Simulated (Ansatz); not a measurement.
TaAs (NbAs type, space group I4_1md)

```
TaAs
1.0
   -1.73153     1.73153     5.86650
    1.73153    -1.73153     5.86650
    1.73153     1.73153    -5.86650
Ta As
2 2
Cartesian
  0.00000   0.00000  11.72265
  0.00000   1.73153   2.92290
  0.00000   0.00000   4.89128
  1.73153   0.00000   1.95803
```

In each cell atom 2 (Ta, nearest neighbour As at 2.622 Å; its periodic images, 3.5 Å or more away, move with it) moves by s·(1.000, 0.000, 0.000) (along Cartesian x), the rest being held.

These are PBE (plane waves to 420 eV, PAW, scalar-relativistic; Ansatz, a quantum-chemistry and plane-wave program) values and carry that method's errors. k mesh 15×15×15 (Γ-centred), Fermi-Dirac smearing 0.05 eV. The energy includes the smearing's −TS. Compression counts positive. With partly filled bands, energies and forces of such displacements shift with the k mesh and the smearing. At this level the bands of TaAs touch or barely overlap. Spin-orbit coupling is left out, though Ta is heavy. TaAs is run without spin polarisation. TaAs was relaxed with its symmetry unable to fall. ΔE is measured from the undisplaced structure.

```tsv
s (Å)	P (GPa)	ΔE (meV/cell)
-0.790	[?]	[?]
-0.632	14.5	2411
-0.474	[?]	1352
-0.316	3.8	587
-0.158	1.0	[?]
0.000	0.0	0
0.158	1.0	[?]
0.316	3.8	587
0.474	[?]	1352
0.632	14.5	2411
0.790	[?]	[?]
```

### Question
Complete the blanks.

### Answer

- -0.790, P (GPa): 21.4
- -0.790, ΔE (meV/cell): 3674
- -0.474, P (GPa): 8.4
- -0.158, ΔE (meV/cell): 141
- 0.158, ΔE (meV/cell): 141
- 0.474, P (GPa): 8.4
- 0.790, P (GPa): 21.4
- 0.790, ΔE (meV/cell): 3674

(For displaced atoms, the force is minus the slope of the energy, and its curvature is a force constant, which sets phonon frequencies.)
